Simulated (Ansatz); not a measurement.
Input file for Ansatz (a program for electronic structure):

Ansatz 0.2 input:
```yaml
crystal:
  lattice:
    - [3.2757494312, 0.0, 0.0]
    - [-1.6378747156, 2.8368822238, 0.0]
    - [0.0, 0.0, 11.9907555992]
  atoms:
    - { symbol: Ge, position: [0.3333333333, 0.6666666667, 0.75] }
    - { symbol: Ge, position: [0.6666666667, 0.3333333333, 0.25] }
    - { symbol: Ta, position: [0.3333333333, 0.6666666667, 0.0921331119] }
    - { symbol: Ta, position: [0.6666666667, 0.3333333333, 0.5921331119] }
    - { symbol: Ta, position: [0.6666666667, 0.3333333333, 0.9078668881] }
    - { symbol: Ta, position: [0.3333333333, 0.6666666667, 0.4078668881] }
    - { symbol: N, position: [0.0, 0.0, 0.0] }
    - { symbol: N, position: [0.0, 0.0, 0.5] }
kpoints:
  mp_grid: { grid: [14, 14, 4] }
hamiltonian:
  xc: r2scan
  pseudopotentials: { azcp: { folder: ./paw }, kind: paw }
scf:
  occupations: { method: gaussian, width: 0.05 }
checkpoint: { read: metal.run }
output: { write_density: true, elf: true, volumetric_format: npy }
basis: { fft_grid_basis: typed }
```

Output (shortened):

```
Pseudopotential: Ge, paw, valence charge 14
Pseudopotential: Ta, paw, valence charge 13
Pseudopotential: N, paw, valence charge 5
Functional definition: r2SCAN
Crystal: 8 atoms, lattice volume = 111.429 Å³
Basis set: ecut = 500 eV, 2773 PW (Γ), exchange–correlation on 96×96×360 points (64 copies of the dense FFT grid, shifted against one another)
Bands: 54, of which v1, the nominal top of the filled ones, is band 45 counted from 1 (44 counted from 0)
Symmetry: 24 space group operations
Space group: P63/mmc (ITA 194), of the structure as read, at distance tolerance 4.8e-5 Å
k-points: 72 of 784
Stability of the state it starts from, as read at its close in the unpolarized treatment …
iter 1 solved again at ethr=5.67e-9 eV; its pass at ethr=3.10e-3 eV (dr2=5.10e-6 eV) is discarded
SCF iter   1: F=—  HF=-49160.776930 eV  |F-HF|=—  |Δ(HF+E_count)|=         —  Δρ=1.81e-7  dr2=7.16e-11  dr2_τ=1.05e-12  ethr=5.67e-9  ⟨swp⟩=4.2  Hψ=28380  notcnv=0
preconditioner: auto → Kerker (q_TF=auto, 2.633 Å⁻¹)
SCF iter   2: F=-49160.776930 eV  HF=-49160.776930 eV  |F-HF|=3.64e-11  |Δ(HF+E_count)|=   1.08e-7  Δρ=1.33e-7  dr2=2.46e-11  dr2_τ=9.93e-13  ethr=1.00e-12  ⟨swp⟩=7.4  Hψ=11988  notcnv=0
SCF 1 converged in 2 iterations: F = -49160.776930 eV  dr2 = 2.46e-11
SCF converged after 2 iterations
Free energy (F): -49160.776930 eV
Harris-Foulkes:  -49160.776930 eV  (|F-HF|=3.64e-11)
Internal energy: -49160.771201 eV  (E = F + TS)
E sigma→0 (E₀):  -49160.774065 eV
Entropy (-TS):   -0.005729 eV (-0.716 meV/atom)
Fermi energy:    18.337467 eV
--- Per-component energies (eV) ---
  E_band       = -548.856126
  E_kinetic    = 2032.059794
  E_local      = -6011.456290  (includes V_loc(G=0)·N_el)
  E_nonlocal   = 463.374973
  E_hartree    = 2655.959876
  E_xc         = -1476.640469
  E_vxc        = -1349.977072  (∫ρ·V_xc dr)
  E_paw        = -37642.759477  (= ΣΔE_a)
  E_vpaw       = -1063.696214  (= ΣTr[D̂ρ^β])
  E_aug_tail   = 0.000230  (compensation charges beyond the density's cutoff)
  E_vtau       = 68.918843  (kinetic-family band-sum trace: ∫τ·v_τ [+ j·A + Jᵃ·Aᵃ] dr)
  E_ewald      = -9176.053034
  E_core_change = -5.256802  (= ΣΔE_core)
  E_smearing   = -0.005729  (= −TS)
  E_closure    = 0.000000  (closes the sum)
  Σ components = -49160.776930   (vs F -49160.776930, Δ=0.00e0)
  [band-id]    e_kinetic+e_local+e_nonlocal+2·e_hartree+e_vxc+e_vpaw+e_augmentation_tail+e_vtau = -548.855985   (vs E_band -548.856126, Δ=1.41e-4)
--- Band table (eV; the first three rows and the last of 72) ---
  k-point 0: bands = ["-52.3734", "-52.3727", "-52.3019", "-52.3013", "-18.6692", "-18.6361", "-18.1666", "-18.1666", "-18.1649", "-18.1649", "-18.0396", "-18.0396", "-18.0378", "-18.0378", "-18.0022", "-17.9646", "-6.7935", "-6.7935", "-6.7933", "-6.7933", …
  k-point 1: bands = ["-52.3733", "-52.3728", "-52.3018", "-52.3014", "-18.6646", "-18.6412", "-18.1664", "-18.1664", "-18.1652", "-18.1652", "-18.0393", "-18.0393", "-18.0381", "-18.0381", "-17.9965", "-17.9699", "-6.7934", "-6.7934", "-6.7933", "-6.7933", …
  k-point 2: bands = ["-52.3730", "-52.3730", "-52.3016", "-52.3016", "-18.6531", "-18.6531", "-18.1658", "-18.1658", "-18.1658", "-18.1658", "-18.0387", "-18.0387", "-18.0387", "-18.0387", "-17.9829", "-17.9829", "-6.7934", "-6.7934", "-6.7934", "-6.7934", …
  k-point 71: bands = ["-52.3178", "-52.3178", "-52.3120", "-52.3120", "-18.5960", "-18.5960", "-18.5425", "-18.5425", "-18.5127", "-18.5127", "-18.2201", "-18.2201", "-18.0709", "-18.0709", "-18.0436", "-18.0436", "-6.7778", "-6.7778", "-6.7751", "-6.7751", …
```

Cost: around 23 core-seconds (rough) on shared cores.

Space group P6_3/mmc. The start of the workflow was typed in or built on a structure type; neither database checked (COD, Materials Project) lists it. Its standing as an ambient phase is unchecked. The cell was relaxed with r²SCAN under the symmetry of its start; its stability against distortions is not shown here. No spin polarisation was allowed. Scalar-relativistic: spin–orbit coupling is off unless named, which matters more the heavier the elements.

Potentials: the earlier of the program's two PAW sets.

Ansatz is a plane-wave DFT program.
